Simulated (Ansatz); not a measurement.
Relaxed Au (fcc, Cu type):

```yaml
crystal:
  lattice:
    - [0.00000, 4.15726, 4.15726]
    - [2.07863, 0.00000, 2.07863]
    - [2.07863, 2.07863, 0.00000]
  atoms:
    - { symbol: Au, position: [0.00000, 0.00000, 0.00000] }
    - { symbol: Au, position: [0.50000, 0.00000, 0.00000] }
```

The atoms are displaced by Q × the pattern below (from a DFPT mode at L = (0.5, 0.0, 0.0), largest move 1; Q in Å), at fixed cell. It is one choice among 2 degenerate patterns. (q is in reciprocal vectors of the primitive cell; the cell shown is doubled to hold the pattern.)

```tsv
atom	x	y	z
Au1	-0.285	0.520	-0.805
Au2	0.285	-0.520	0.805
```

These are PBE (plane waves to 420 eV, PAW, scalar-relativistic; Ansatz, an electronic-structure program) values and carry that method's errors. k mesh 19×19×19 (Γ-centred), Fermi-Dirac smearing 0.05 eV. Energies are smeared free energies. With partly filled bands, energies and forces of such displacements shift with the k mesh and the smearing. Au was relaxed with its symmetry unable to fall. Spin-orbit coupling is left out, though Au is heavy. The PAW data are Ansatz's earlier set. ΔE is measured from the undisplaced structure. The last digit holds for this mesh only.

```csv
Q (Å),ΔE (meV/cell)
-0.180,63.5
-0.150,44.6
-0.120,28.8
-0.090,16.4
-0.060,withheld
-0.030,1.8
0.000,0.0
0.030,1.8
0.060,withheld
0.090,16.4
0.120,28.8
0.150,44.6
0.180,63.5
```

**Question.** Fit an even polynomial form (powers 2, 4) to the given rows and predict ΔE at Q = -0.060.

**Answer.** Least squares on the 11 given rows: ΔE = (2036)·Q² + (-2362)·Q⁴, in meV/cell with Q in Å; root-mean-square residual 0.03 meV/cell. At -0.060 the fit gives 7.3 meV/cell; the calculation gives 7.3 meV/cell, the same to the digits shown. The quadratic term alone would give 7.3 meV/cell.

(A displaced cell: forces are minus the slopes of the energy, force constants its curvatures, and phonons follow from these.)
